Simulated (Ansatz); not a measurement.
CoMo (L1₀ or tetragonal B2, P4/mmm) at seven volumes, r²SCAN in the plane-wave PAW code Ansatz, shape and atoms relaxed at each. One row is withheld.

| V (Å³/atom) | P (GPa) |
|---|---|
| 11.521 | 31.97 |
| 11.901 | 19.56 |
| 12.281 | 8.99 |
| 12.661 | 0.00 |
| 13.041 | -7.65 |
| 13.421 | -14.16 |
| 13.800 | ? |

Problem. Fit the shown pressures and predict the withheld one.

Solution. Third-order Birch–Murnaghan: P = (3/2)B₀(x^(7/2) − x^(5/2))[1 + (3/4)(B′ − 4)(x − 1)] with x = (V₀/V)^(2/3). Least squares on the six rows gives V₀ = 12.661 Å³/atom, B₀ = 275.9 GPa, B′ = 4.34. At V = 13.800, x = 0.9442 and P = -19.72 GPa. The run itself gave -19.70 GPa.

The start of the workflow was typed in or built on a structure type; neither database checked (COD, Materials Project) lists it. Whether it is the stable phase at ambient conditions was not checked. The cell was relaxed with r²SCAN under the symmetry of its start; its stability against distortions is not shown here. The workflow began spin-polarised and lost its moments. Its formation energy is positive at this level, so the cell may be metastable or incomplete.

Potentials: the later of the program's two PAW sets.
